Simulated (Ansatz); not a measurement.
Relaxed HfO2 (fluorite):

```xyz
6
Lattice="0.0000 5.0589 5.0589 2.5294 0.0000 2.5294 2.5294 2.5294 0.0000" Properties=species:S:1:pos:R:3 pbc="T T T"
Hf     0.0000     0.0000     0.0000
Hf     0.0000     2.5294     2.5294
O      1.2647     1.2647     1.2647
O      1.2647     3.7942     3.7942
O      3.7942     3.7942     3.7942
O      3.7942     6.3236     6.3236
```

Level of theory: r2SCAN (plane waves to 500 eV, PAW, scalar-relativistic; Ansatz, a program for electronic structure). k mesh 9×9×9 (Γ-centred), Fermi-Dirac smearing 0.05 eV. HfO2 is run without spin polarisation. HfO2 was relaxed with its symmetry unable to fall. Spin-orbit coupling is left out, though Hf is heavy. The PAW data are Ansatz's earlier set. This is a high-temperature form of HfO2.

One atom of the cell was then moved (with its periodic images), all else fixed, and the forces (eV/Å) came out as:

```tsv
atom	Fx	Fy	Fz
Hf1	-0.103	-0.008	-0.008
Hf2	0.008	-0.098	-0.098
O3	-0.175	-0.227	-0.227
O4	-0.472	-0.418	-0.418
O5	0.732	0.859	0.859
O6	0.011	-0.108	-0.108
```

Question: Which atom was moved, and by which vector (Å)?

Answer: O5, by (-0.08, -0.08, -0.08), 0.13 Å in all.

(A displaced cell: forces are minus the slopes of the energy, force constants its curvatures, and phonons follow from these.)
